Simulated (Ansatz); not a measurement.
Method: Ansatz, DFT PBE, scalar-relativistic, plane waves, PAW, and for the lanthanide a 4f-in-core norm-conserving potential. The screen uses 690 eV, coarse Γ-centred meshes (up to 0.6 Å⁻¹ on the start cell), Gaussian smearing of 0.2 eV, tolerances of 0.08 eV/Å and 0.8 GPa and 16 steps at most, with the symmetry of each start kept. No spin polarisation. Energies are free energies per atom, good to about 0.1 eV/atom between metallic cells, end volumes are rough, and groups of ends are read at 0.1 Å.

Two trial cells of Sr4TmSi, not yet relaxed:

A.

```yaml
crystal:
  lattice:
    - [2.68341, -3.26912, 0.00000]
    - [2.68341, 3.26912, 0.00000]
    - [0.00000, 0.00000, 10.79517]
  atoms:
    - { symbol: Sr, position: [0.50000, 0.00000, 0.50000] }
    - { symbol: Sr, position: [0.00000, 0.50000, 0.50000] }
    - { symbol: Sr, position: [0.00000, 0.00000, 0.69820] }
    - { symbol: Sr, position: [0.00000, 0.00000, 0.30180] }
    - { symbol: Tm, position: [0.00000, 0.00000, 0.00000] }
    - { symbol: Si, position: [0.00000, 0.00000, 0.50000] }
```

B.

```yaml
crystal:
  lattice:
    - [4.96032, 0.00000, 0.00000]
    - [0.00000, 4.96032, 0.00000]
    - [0.00000, 0.00000, 6.66036]
  atoms:
    - { symbol: Sr, position: [0.00000, 0.50000, 0.76223] }
    - { symbol: Sr, position: [0.50000, 0.00000, 0.76223] }
    - { symbol: Sr, position: [0.00000, 0.50000, 0.23777] }
    - { symbol: Sr, position: [0.50000, 0.00000, 0.23777] }
    - { symbol: Tm, position: [0.00000, 0.00000, 0.50000] }
    - { symbol: Si, position: [0.50000, 0.50000, 0.00000] }
```

Problem. Compare their energies before and after the relaxation.

Solution. As given, B is lower by 3.40 eV/atom. Relaxed, B is lower by 0.55 eV/atom, so the order holds. A goes from Cmmm at 31.6 Å³/atom to Cmmm at 77.4 Å³/atom and gains 3.60 eV/atom. B goes from P4/mmm at 27.3 Å³/atom to P4/mmm at 44.8 Å³/atom and gains 0.75 eV/atom. The closest pair in A goes from Sr–Si at 2.11 Å to Sr–Si at 2.95 Å. The closest pair in B goes from Sr–Si at 2.94 Å to Sr–Si at 3.29 Å. At the end: counting Sr or Tm atoms around Si (for each partner element, those within 1.25 times its shortest distance or 1.15 times the sum of covalent radii, where it is the nearest in units of that sum or under 1.3), A has Si 6 and B has Si 8.

The lanthanide is trivalent by construction, without f bands, f moments or other valences.
